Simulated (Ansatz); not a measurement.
Single point in Ansatz 0.2.0 with PBEsol, no spin polarisation. Cutoff 420 eV, PAW datasets, 8×8×4 Γ-centred k mesh, fermi-dirac filling (width 0.1 eV).

Computed maps in the lattice plane spanned by a (left to right, 4.30 Å, 13 points from zero) and b (bottom to top, 4.30 Å, 13 points from zero), 90° apart, at height 0.500 along c. The fields are smooth PAW ones with compensation charges, not the true ones near nuclei.

Valence density. Digits on a logarithmic scale: 0 up to 0.03 e/Å³, each further digit a factor of 1.6, 9 from 1.3 e/Å³ up:
```
5689876556665
6899997667766
7999997678876
7899997668876
6799986566765
5677765556665
5566655567776
6567665689997
7678866799998
7678876799999
6667766799998
5566655678986
5567765567765
```

ELF. Ten even steps from '0' (0.13) to '9' (0.76):
```
2699984111111
6985698300001
7950189401101
7961399301101
4898996200001
1489962123431
1134321269984
4100002699898
7101103993169
7101104981059
6100003896589
2111111489996
0267741147762
```

Problem. The cell is NiAuSe₂. Which atoms lie within 0.2 Å of this plane, and where (fractions of a and b)?

Solution. Se at (0.75, 0.25), Se at (0.25, 0.75). The whole cell:
```xyz
8
Lattice="4.3043 0.0000 0.0000 0.0000 4.3043 0.0000 0.0000 0.0000 8.6406" Properties=species:S:1:pos:R:3 pbc="T T T"
Se    3.2282    1.0761    4.3203
Se    1.0761    3.2282    4.3203
Se    1.0761    1.0761    1.3203
Se    3.2282    3.2282    7.3203
Au    1.0761    1.0761    6.9540
Au    3.2282    3.2282    1.6867
Ni    1.0761    1.0761    3.5729
Ni    3.2282    3.2282    5.0677
```

Origin: a known structure type with other elements, at an estimated volume, so it need not be a known compound. Caveats: no spin polarisation, so a magnetic state may lie lower.
